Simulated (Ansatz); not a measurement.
## BP with Bi replacing B: gradients before and after relaxing the atoms

Start: a supercell of BP (zinc blende type, F-43m) built from a COD entry, with all atoms left at the host's positions.

Space group F-43m (No. 216); a = 13.6140 Å.

| site | Wyckoff | site symmetry | x | y | z |
| --- | --- | --- | --- | --- | --- |
| Bi | 4a | -43m | 0.0000 | 0.0000 | 0.0000 |
| B2 | 48h | ..m | 0.1667 | 0.0000 | 0.1667 |
| B5 | 16e | .3m | 0.3333 | 0.8333 | 0.1667 |
| B9 | 16e | .3m | 0.6667 | 0.6667 | 0.3333 |
| B15 | 24f | 2.mm | 0.5000 | 0.6667 | 0.5000 |
| P28 | 16e | .3m | 0.0833 | 0.9167 | 0.0833 |
| P29 | 24g | 2.mm | 0.2500 | 0.9167 | 0.2500 |
| P33 | 48h | ..m | 0.5833 | 0.7500 | 0.4167 |
| P41 | 16e | .3m | 0.4167 | 0.5833 | 0.4167 |
| P54 | 4c | -43m | 0.7500 | 0.2500 | 0.7500 |

One atom of each set is listed; the run and its k-mesh use a cell of 54 atoms with edges of 9.63, 9.63, 9.63 Å.

The numbers come from a DFT calculation in Ansatz (PBE, plane waves and PAW, scalar-relativistic, 420 eV cutoff, Γ-centred 3×3×3 k-points, Fermi–Dirac smearing 0.01 eV).

The largest force at the start is 20 eV/Å. Relaxing the ions at fixed cell moves them by 0.472 Å at most (atom 28, P) and 0.131 Å rms.

```json
{"site": "Bi", "moved (Å)": "0.000", "first shell before": "4 P at 1.97 Å", "first shell after": "4 P at 2.44 Å", "V_zz before (10²¹ V/m²)": "0.00", "η before": "–"}
{"site": "B2", "moved (Å)": "0.059", "first shell before": "4 P at 1.97 Å", "first shell after": "4 P at 1.91–1.96 Å", "V_zz before (10²¹ V/m²)": "0.40", "η before": "0.01"}
{"site": "B5", "moved (Å)": "0.007", "first shell before": "4 P at 1.97 Å", "first shell after": "4 P at 1.96–1.97 Å", "V_zz before (10²¹ V/m²)": "-0.053", "η before": "0.00"}
{"site": "B9", "moved (Å)": "0.000", "first shell before": "4 P at 1.97 Å", "first shell after": "4 P at 1.96–1.97 Å", "V_zz before (10²¹ V/m²)": "-0.091", "η before": "0.00"}
{"site": "B15", "moved (Å)": "0.004", "first shell before": "4 P at 1.97 Å", "first shell after": "4 P at 1.96 Å", "V_zz before (10²¹ V/m²)": "-0.049", "η before": "0.65"}
{"site": "P28", "moved (Å)": "0.472", "first shell before": "1 Bi at 1.97 Å, 3 B at 1.97 Å", "first shell after": "3 B at 1.91 Å", "V_zz before (10²¹ V/m²)": "2.26", "η before": "0.00"}
{"site": "P29", "moved (Å)": "0.011", "first shell before": "4 B at 1.97 Å", "first shell after": "4 B at 1.92–1.97 Å", "V_zz before (10²¹ V/m²)": "0.93", "η before": "0.55"}
{"site": "P33", "moved (Å)": "0.004", "first shell before": "4 B at 1.97 Å", "first shell after": "4 B at 1.96–1.97 Å", "V_zz before (10²¹ V/m²)": "-0.60", "η before": "0.10"}
{"site": "P41", "moved (Å)": "0.000", "first shell before": "4 B at 1.97 Å", "first shell after": "4 B at 1.96 Å", "V_zz before (10²¹ V/m²)": "-0.033", "η before": "0.00"}
```

Q: How do the gradients change?

A: 

| site | V_zz after | η after | change of V_zz |
| --- | --- | --- | --- |
| Bi | 0.00 | – | 0.00 |
| B2 | -0.34 | 0.73 | – |
| B5 | -0.091 | 0.00 | -0.04 |
| B9 | -0.058 | 0.00 | +0.03 |
| B15 | -0.038 | 0.84 | +0.01 |
| P28 | 2.23 | 0.00 | -0.03 |
| P29 | 0.54 | 0.39 | – |
| P33 | -0.55 | 0.99 | +0.05 |
| P41 | -0.17 | 0.00 | -0.14 |

The largest change of V_zz along a kept axis is on P41, from -0.033 to -0.17. The whole tensor moves most on P29, by 1.25 along its most changed direction. In per cent, |V_zz| changes by -1 on P (all sites that start above 2). Where |V_zz| stays above 0.1 and the axes keep their order, η moves most on P33, from 0.10 to 0.99. On P29, B2 the largest principal value lies along another axis in the second run, so the two V_zz can't be compared directly. Other sites without a gradient aren't listed. The electronic state changes along with the positions (a gap opens), so the changes aren't those of geometry alone.

The defect repeats with the cell of 54 atoms, so it feels its images: sites between two images don't show the values beside a lone defect, and zeros or small values of η there can come from the images' arrangement.
Before: The run isn't spin-polarised, and a state with spin may lie lower. The defect cell has no gap above 0.1 eV on its mesh, so the values can hang on the smearing and the k-mesh. Without spin–orbit coupling the gradients at and beside Bi can be off by some per cent, at some sites by more. The cell keeps the host's lattice, where the PBE pressure is 14 GPa. The neighbours have not yet relaxed around the defect (largest force 20 eV/Å), so the values at and beside it are those of a strained start, not of the defect in a real crystal.
After: The relaxation keeps the site symmetry -43m of the start, so the impurity can't leave its site; a start off the site could end lower. With a gap of 0.2 eV on this mesh, small gradients can still move by 0.1 × 10²¹ V/m² or more as the k-mesh gets denser. The cell keeps the host's lattice, where the PBE pressure is 8 GPa.
